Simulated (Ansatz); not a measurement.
**An elastic constant from a strain scan in CsGeBr3**

Theory: DFT PBEsol, scalar-relativistic, plane waves, PAW (Ansatz). The runs took a 420 eV cutoff, a Γ-centred 6×6×6 mesh and Gaussian smearing (0.05 eV). No spin polarisation. Energies are free energies at this smearing, counted from the undisturbed cell; pressure is positive in compression.

Reference structure (as given, not relaxed at this level; it stands at -0.8 GPa, and it needn't be the usual structure):

```xyz
5
Lattice="5.5333 0.0000 0.0000 0.0000 5.5333 0.0000 0.0000 0.0000 5.5333" Properties=species:S:1:pos:R:3 pbc="T T T"
Cs    0.0000    0.0000    0.0000
Ge    2.7667    2.7667    2.7667
Br    2.7667    2.7667    0.0000
Br    2.7667    0.0000    2.7667
Br    0.0000    2.7667    2.7667
```

The cell is strained by ε times the Voigt pattern (0, 0, 0, 0, 1, 0) (xx, yy, zz, yz, xz, xy; engineering shear) with fractional coordinates fixed. The cell holds 5 atoms in V0 = 169.42 Å³. The stress column is τ = (1/V0) dE/dε, got from the stress tensor σ (compression positive) at each point as −det(1 + εP) σ : P(1 + εP)⁻¹, with P the pattern as a tensor.

| ε | ΔE (meV/atom) | τ (GPa) |
| --- | --- | --- |
| -0.0200 | ? | ? |
| -0.0100 | 0.098 | -0.093 |
| 0.0000 | 0.000 | 0.000 |
| 0.0050 | 0.024 | 0.047 |
| 0.0150 | 0.221 | 0.140 |

Which combination of elastic constants does this scan measure, and how large is it?

For small ε, τ = τ0 + Kε with K = pᵀCp, which for this pattern is C44 in the cubic axes. The parabola through τ at ε = -0.0100, 0 and 0.0050 has slope K = 9.3 GPa at zero. The energies per cell, E = NΔE, of the same two points give K = 2[E(ε₊)/ε₊ − E(ε₋)/ε₋]/[(ε₊ − ε₋)V0] = 9.2 GPa, in agreement. The start is under stress, which shifts K from the elastic constant by about the size of that stress.

Predict the withheld row at ε = -0.0200 from the harmonic law, and compare.

ΔE = V0(τ0 ε + Kε²/2)/N = 0.395 meV/atom and τ = -0.19 GPa. The calculation gives 0.395 meV/atom and -0.19 GPa, a miss of 0.01 meV/atom at most, so the harmonic law still holds here.

Symmetry holds off the tilts and polar distortions that many cubic perovskites undergo.